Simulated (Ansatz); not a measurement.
# Electric field gradients in MnPt3

Method: DFT PBEsol, scalar-relativistic, plane waves, PAW in Ansatz. Plane waves to 420 eV; Γ-centred k mesh 12×12×12; Gaussian smearing of 0.20 eV. Collinear spin, site moments 3.7, 0.2, 0.2, 0.2 μB.

The cell, relaxed at this level:
```
CELL_PARAMETERS angstrom
3.87324 0.00000 0.00000
0.00000 3.87324 0.00000
0.00000 0.00000 3.87324
ATOMIC_POSITIONS crystal
Mn 0.00000 0.00000 0.00000
Pt 0.00000 0.50000 0.50000
Pt 0.50000 0.00000 0.50000
Pt 0.50000 0.50000 0.00000
```

In a metal these results depend on the k mesh and the smearing. Spin–orbit coupling is left out, which matters for gradients at heavy nuclei.

Question: Give V_zz (10²¹ V/m²) and the asymmetry η at each distinct site.

Answer:
```
       atom V_zz                 η
Mn (atom 1)  0.000  zero by symmetry
Pt (atom 2)  -1.92              0.00
```

Cost: 1 run of about 0.2 core-minutes, on Intel Xeon 6975P-C (Granite Rapids) (shared hosts).